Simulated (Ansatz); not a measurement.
ScAl3 (Cu3Au type)

```xyz
8
Lattice="8.2110 0.0000 0.0000 4.1055 4.1055 0.0000 0.0000 0.0000 4.1055" Properties=species:S:1:pos:R:3 pbc="T T T"
Al     8.2110     2.0528     2.0528
Al     4.1055     2.0528     2.0528
Al    10.2638     2.0528     0.0000
Al     6.1583     2.0528     0.0000
Al     2.0528     0.0000     2.0528
Al     6.1583     0.0000     2.0528
Sc     0.0000     0.0000     0.0000
Sc     4.1055     0.0000     0.0000
```

The atoms are displaced by Q × the pattern below (from a DFPT mode at M = (0.5, 0.5, 0.0), largest move 1; Q in Å), at fixed cell. (q is in reciprocal vectors of the primitive cell; the cell shown is doubled to hold the pattern.)

| atom | x | y | z |
|---|---|---|---|
| Sc7 | 0.000 | 0.000 | -1.000 |
| Sc8 | 0.000 | 0.000 | 1.000 |

Atoms not listed stay in place.

The numbers are results of PBE (plane waves to 420 eV, PAW, scalar-relativistic; Ansatz, a first-principles code), not measurements. k mesh 11×11×11 (Γ-centred), Fermi-Dirac smearing 0.05 eV. Energies are smeared free energies. With partly filled bands, energies and forces of such displacements shift with the k mesh and the smearing. ScAl3 is run without spin polarisation. ScAl3 was relaxed with its symmetry unable to fall. ΔE is measured from the undisplaced structure. The last digit holds for this mesh only.

```tsv
Q (Å)	ΔE (meV/cell)
-0.2800	756.9
-0.2333	523.8
-0.1867	withheld
-0.1400	187.7
-0.0933	83.3
-0.0467	20.8
0.0000	0.0
0.0467	20.8
0.0933	83.3
0.1400	187.7
0.1867	withheld
0.2333	523.8
0.2800	756.9
```

Question: Fit an even polynomial form (powers 2, 4) to the given rows and predict ΔE at Q = 0.1867.

Answer: Least squares on the 11 given rows: ΔE = (9553)·Q² + (1296)·Q⁴, in meV/cell with Q in Å; root-mean-square residual 0.03 meV/cell. At 0.1867 the fit gives 334.6 meV/cell; the calculation gives 334.3 meV/cell, so the interpolation is off by 0.3 (+0.1 %). The quadratic term alone would give 333.0 meV/cell.

(For displaced atoms, the force is minus the slope of the energy, and its curvature is a force constant, which sets phonon frequencies.)
